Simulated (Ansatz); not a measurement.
## A plane-wave run on K2NaCrPb6

input.yaml (Ansatz 0.2.0)

```yaml
crystal:
  lattice:
    - [0.0, 4.99865, 4.99865]
    - [4.99865, 0.0, 4.99865]
    - [4.99865, 4.99865, 0.0]
  atoms:
    - { symbol: Cr, position: [0.0, 0.0, 0.0] }
    - { symbol: Pb, position: [0.7707, 0.2293, 0.2293] }
    - { symbol: Pb, position: [0.2293, 0.7707, 0.2293] }
    - { symbol: Pb, position: [0.2293, 0.7707, 0.7707] }
    - { symbol: Pb, position: [0.7707, 0.2293, 0.7707] }
    - { symbol: Pb, position: [0.2293, 0.2293, 0.7707] }
    - { symbol: Pb, position: [0.7707, 0.7707, 0.2293] }
    - { symbol: K, position: [0.25, 0.25, 0.25] }
    - { symbol: K, position: [0.75, 0.75, 0.75] }
    - { symbol: Na, position: [0.5, 0.5, 0.5] }
  symmetry: { tolerance: 0.0003 }
kpoints:
  mp_grid: { grid: [6, 6, 6], shift: [0, 0, 0] }
  band_path:
    path:
      - [0.0, 0.0, 0.0]
      - [0.5, 0.0, 0.5]
      - [0.625, 0.25, 0.625]
      - [0.375, 0.375, 0.75]
      - [0.0, 0.0, 0.0]
      - [0.5, 0.5, 0.5]
      - [0.5, 0.25, 0.75]
      - [0.5, 0.0, 0.5]
    npoints: 8
magnetization:
  spin_polarized: false
scf:
  occupations: { method: fermi_dirac }
  lower_state_search: "off"
  max_iter: 200
hamiltonian:
  pseudopotentials: { kind: paw }
  xc: pbe
basis:
  ecutwfc: 420
  fft_grid_basis: typed
output:
  forces: true
  stress: true
  eigenvalues: true
  bader: true
  populations: true
  elf: true
  write_potential: true
  volumetric_format: npy
  dos:
    e_range: [-12, 8]
    de: 0.05
    projected: { site_lists: { Cr: [Cr], K: [K], Na: [Na], Pb: [Pb] } }
checkpoint:
  read: saved_state
```

The run starts from an earlier solution of this cell. 

Parts of the output:

```
SCF iter   1: F=—  Δρ=3.43e-3  dr2=4.51e-2
SCF iter   2: F=—  Δρ=1.61e-3  dr2=1.18e-2
SCF iter   3: F=—  Δρ=2.06e-4  dr2=3.65e-4
SCF iter   4: F=—  Δρ=1.31e-4  dr2=8.07e-5
SCF iter   5: F=—  Δρ=4.61e-5  dr2=8.88e-6
SCF iter   6: F=—  Δρ=1.62e-5  dr2=8.97e-7
SCF iter   7: F=—  Δρ=8.28e-6  dr2=3.08e-7
SCF iter   8: F=-79369.3414 eV  Δρ=2.32e-6  dr2=2.34e-8
Free energy (F): -79369.3414 eV
Harris-Foulkes:  -79369.3414 eV  (|F-HF|=1.08e-8)
Internal energy: -79369.0205 eV  (E = F + TS)
E sigma→0 (E₀):  -79369.1810 eV
Entropy (-TS):   -0.3209 eV (-32.090 meV/atom)
Fermi energy:    10.9443 eV
--- Forces (eV/Å), atoms counted from 1 ---
  atom   1  Cr     0.0000     0.0000     0.0000
  atom   2  Pb     4.7633     0.0000     0.0000
  atom   3  Pb     0.0000     4.7633     0.0000
  atom   4  Pb    -4.7633     0.0000     0.0000
  atom   5  Pb     0.0000    -4.7633     0.0000
  atom   6  Pb     0.0000     0.0000     4.7633
  atom   7  Pb     0.0000     0.0000    -4.7633
  atom   8  K      0.0000     0.0000     0.0000
  atom   9  K      0.0000     0.0000     0.0000
  atom  10  Na     0.0000     0.0000     0.0000
--- Stress (GPa, compression-positive) ---
       24.4300       0.0000       0.0000
        0.0000      24.4300       0.0000
        0.0000       0.0000      24.4300
  P = ⅓ Tr σ = 24.4300 GPa (244.300 kbar)
--- Bader charges: 10 sites ---
  site symbol  charge [e]  shift [e]
     0     Cr      0.0721     0.0026
     1     Pb     -0.3543     0.0005
     2     Pb     -0.3543     0.0005
     3     Pb     -0.3543     0.0005
     4     Pb     -0.3543     0.0005
     5     Pb     -0.3543     0.0005
     6     Pb     -0.3543     0.0005
     7      K      0.6655     0.0000
     8      K      0.6655     0.0000
     9     Na      0.7225     0.0005
```

Origin: a known structure type with other elements, at an estimated volume, so it need not be a known compound. Caveats: no spin polarisation, so a magnetic state may lie lower; atoms or cell far from equilibrium.
